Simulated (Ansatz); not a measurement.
With PBEsol (plane waves, PAW; program Ansatz), Rh in the diamond structure (Fd-3m) relaxes to a = 5.433 Å. Rh has 4 nearest neighbours from 2.35 Å (tetrahedral).

Electronic character: metallic (no gap). Gap from PBEsol with spin–orbit coupling: none (metallic). The magnetic state found is non-magnetic (starting moments vanished).

An equation-of-state fit gives a bulk modulus of 150 GPa. The relaxed-ion elastic constants in GPa are C11 = 138, C12 = 156, C44 = 6.5. The highest mode at Γ lies at 247 cm⁻¹.

The start of the workflow was typed in or built on a structure type; neither database checked (COD, Materials Project) lists it. It is not the phase usual at ambient conditions (space group No. 225). The cell was relaxed with PBEsol under the symmetry of its start. At this level the phase is mechanically unstable. The workflow began spin-polarised and lost its moments. As this level gives no gap, shear constants depend on the k-mesh and smearing (Fermi–Dirac, 0.1 eV here). As this level gives no gap, phonon frequencies hold no LO–TO term and depend on the k-mesh and smearing (Fermi–Dirac, 0.1 eV here). Scalar-relativistic: spin–orbit coupling is off unless named, which matters more the heavier the elements.

Potentials: the later of the program's two PAW sets.
